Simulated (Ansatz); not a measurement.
**What a change of settings does: MgI2**

First run: DFT, r2SCAN, PAW with Ansatz's default frozen-core files, scalar-relativistic (Ansatz 0.2.0).

Command: `ansatz run input.yaml --threads 1 --pin off --max-ram 3072MiB --backend cpu --events-out ev --progress --plain --runs-dir out` It took 27 s on 1 thread of Intel(R) Xeon(R) Platinum 8488C (Sapphire Rapids) (shared host), peak memory 0.65 GiB.

```yaml
crystal:
  lattice:
    - [4.14, 0.0, 0.0]
    - [-2.07, 3.5853451717, 0.0]
    - [0.0, 0.0, 6.88]
  atoms:
    - { symbol: Mg, position: [-0.02, -0.01, 0.0075] }
    - { symbol: I, position: [0.3533333333, 0.6766666667, 0.2425] }
    - { symbol: I, position: [0.6666666667, 0.3333333333, 0.75] }
kpoints:
  mp_grid: { grid: [7, 7, 4] }
scf:
  occupations: { method: fermi_dirac, width: 0.03 }
hamiltonian:
  xc: r2scan
  pseudopotentials: { kind: paw }
output:
  forces: true
  stress: true
  eigenvalues: true
  efg: { contact_densities: true }
  populations: true
  write_density: true
  write_potential: true
  elf: true
  volumetric_format: npy
```

The cell is entry 9009108 of the Crystallography Open Database, unrelaxed; the entry departs somewhat from later or room-temperature determinations.

This run: one bond, the shortest of the undistorted cell, set to 2.768 Å.

It converges in 6 SCF iterations at a pressure of 0.70 GPa, largest force 0.587 eV/Å, cutoff 500 eV.

A second input differs as follows:

```diff
 scf:
-  occupations: { method: fermi_dirac, width: 0.03 }
+  OCCUPATIONS: { method: fermi_dirac, width: 0.03 }
+  max_iter: 60
 hamiltonian:
   populations: true
-  write_density: true
-  write_potential: true
-  elf: true
-  volumetric_format: npy
```

**Question.** What is wrong with it, and what does the program do?

**Answer.** The change was made to test a misspelt key. The run is refused before any iteration. The log ends:
```
Error: YAML parse error: error: line 13 column 3: unknown field `OCCUPATIONS`, expected one of max_iter, algorithm, n_extra_bands, self_checks, convergence, lower_state_search, omitted_lower_state_checks, lower_solution_reach, mixing, occupations, eigensolver, initial_density, exx
  --> <input>:13:3
   |
11 |   mp_grid: { grid: [7, 7, 4] }
12 | scf:
13 |   OCCUPATIONS: { method: fermi_dirac, width: 0.03 }
   |   ^ unknown field `OCCUPATIONS`, expected one of max_iter, algorithm, n_extra_bands, self_checks, convergence, lower_state_search, omitted_lower_state_checks, lower_solution_reach, mixing, occupations, eigensolver, initial_density, exx
14 |   max_iter: 60
15 | hamiltonian:
   |
```
